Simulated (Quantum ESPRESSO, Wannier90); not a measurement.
## Zn2SeS (P-4m2): Wannier90 run

```yaml
crystal:
  lattice:
    - [3.90929, 0.00000, 0.00000]
    - [0.00000, 3.90929, 0.00000]
    - [0.00000, 0.00000, 5.52212]
  atoms:
    - { symbol: Zn, position: [0.50000, 0.00000, 0.76306] }
    - { symbol: Zn, position: [0.00000, 0.50000, 0.23694] }
    - { symbol: Se, position: [0.00000, 0.00000, 0.50000] }
    - { symbol: S, position: [0.50000, 0.50000, 0.00000] }
```

Materials Project entry mp-1215430; symmetrised, unrelaxed at this level. Not found in the COD (Crystallography Open Database) copy used; not checked further. Level: PBEsol, no spin polarisation, no spin-orbit coupling; pw.x of Quantum ESPRESSO at 69 Ry with PseudoDojo potentials, 8×8×6 k-points, Wannier90. Density: 8×8×6 mesh, cold smearing 0.01 Ry. Spin-orbit coupling, left out, would split the p-like bands by a few tenths of an eV.

The plane-wave run has 53 bands and 62 electrons a cell. On the energy scale of pw.x, whose zero is arbitrary, the valence-band maximum lies at 7.91 eV.

Isolated groups of bands, relative to the valence-band maximum (bands from 32 on overlap up to the last one computed):

```
bands  from (eV)  to (eV)  filling             weight on atomic waves
-----  ---------  -------  -------  ---------------------------------
1–2      -124.88  -124.88   filled                        Zn 3s 100 %
3–8       -79.18   -79.17   filled                        Zn 3p 100 %
9–13      -46.83   -46.80   filled                        Se 3d 100 %
14–15     -13.30   -12.10   filled  Se 4s 43 %, S 3s 42 %, Zn 4s 10 %
16–25      -6.60    -5.74   filled                         Zn 3d 94 %
26–31      -5.52     0.00   filled   Se 4p 39 %, S 3p 38 %, Zn 3d 9 %
```

Input w.win, without the blocks of cell, atoms and k-points (384 lines):

```
num_bands = 30
num_wann = 16
exclude_bands = 1-13,16-25
num_iter = 1000
conv_tol = 1.0e-6
conv_window = 4
dis_num_iter = 1000
dis_conv_tol = 1.0e-6
dis_froz_max = 10.90
write_hr = true
write_u_matrices = true
begin projections
f=0.49752,0.01200,-0.23435: s;p
f=0.01048,0.49271,0.23633: s;p
f=-0.00805,-0.00151,0.50695: s;p
end projections
mp_grid = 8 8 6
```

Q: Check the input against the numbers above: what is wrong, and how is it mended?

A: wannier90.x -pp stops with:
```
w90_readwrite_get_projections: too few projection functions defined
```
The projections block defines fewer trial orbitals than num_wann. Mended as below, all else unchanged, the run goes through (Ω_I = 27.0 Å²) and follows the plane-wave bands to 1.9 meV rms (states up to 2.5 eV relative to the valence-band maximum).
```
f=0.49755,0.49960,-0.00888: s;p
```
